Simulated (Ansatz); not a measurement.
BN in space group P6_3/mmc (No. 194; B on 2b, N on 2d) is relaxed with DFT-LDA in the program Ansatz with PAW potentials. What lattice parameters of the conventional cell result?

a = 2.487 Å, c = 6.536 Å.

Is it a metal or does it have a gap at this level?

A gap of 3.44 eV, indirect.

The workflow started from a Materials Project entry (that database holds measured and hypothetical structures alike). Its sites differ from those of the usual phase in this space group: another stacking or structure type. The cell was relaxed with LDA under the symmetry of its start; phonons on a q-mesh show no instability. A crystal of weakly bound layers computed without a dispersion correction: the cell and the soft elastic constants depend strongly on that.

Potentials: the earlier of the program's two PAW sets.
